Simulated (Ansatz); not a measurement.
# Structure types of V compared at 78 GPa

Structure types of V are relaxed in primitive cells with their symmetry kept at 78 GPa, first on PAW files, then by LAPW. The enthalpy is E + pV at zero temperature, without zero-point motion. Only the types listed were tried, and differences under about 5 meV/atom are mesh noise. Not among the end structures: fcc, which may lie lower.

Computed with Ansatz 0.2.0; functional PBEsol, scalar-relativistic. Settings: Fermi–Dirac smearing of 0.05 eV, no spin polarisation. Methods: LAPW: all electrons, basis error target 0.5 meV/atom; PAW: frozen-core files, cutoff 420 eV.

k meshes: bcc 20×20×20, hcp 18×18×10, beta tin 19×19×19, sc 17×17×17, simple hexagonal 19×19×17.

The PAW files were made under PBE.

**Question.** Order the types by LAPW enthalpy, lowest first.
A. simple hexagonal
B. hcp
C. sc
D. beta tin
E. bcc

**Answer.** E (0 meV/atom), B (397 meV/atom), D (591 meV/atom), A (703 meV/atom), C (1177 meV/atom).

```json
{"start type": "bcc", "ends as": "bcc, Im-3m", "a, b, c (Å)": "2.721, 2.721, 2.721", "V (Å³/atom)": "10.07", "H − H(lowest), LAPW (meV/atom)": "0.0", "same, PAW": "0.0"}
{"start type": "hcp", "ends as": "hcp, P6_3/mmc", "a, b, c (Å)": "2.353, 2.353, 4.283", "V (Å³/atom)": "10.27", "H − H(lowest), LAPW (meV/atom)": "396.6", "same, PAW": "397.3"}
{"start type": "beta tin", "ends as": "beta tin, I4_1/amd", "a, b, c (Å)": "4.139, 4.139, 2.375", "V (Å³/atom)": "10.17", "H − H(lowest), LAPW (meV/atom)": "591.3", "same, PAW": "592.4"}
{"start type": "sc", "ends as": "sc, Pm-3m", "a, b, c (Å)": "2.187, 2.187, 2.187", "V (Å³/atom)": "10.46", "H − H(lowest), LAPW (meV/atom)": "1176.5", "same, PAW": "1178.1"}
{"start type": "simple hexagonal", "ends as": "simple hexagonal, P6/mmm", "a, b, c (Å)": "2.341, 2.341, 2.183", "V (Å³/atom)": "10.36", "H − H(lowest), LAPW (meV/atom)": "703.2", "same, PAW": "704.4"}
```

**Question.** Split the lead of bcc over hcp into energy and pV.

**Answer.** For hcp less bcc: ΔE = +300.1 meV/atom, and p·ΔV = 78 GPa × +0.1981 Å³ × 6.242 meV/(GPa·Å³) = +96.5 meV/atom, together 396.6 meV/atom. bcc wins on both counts.
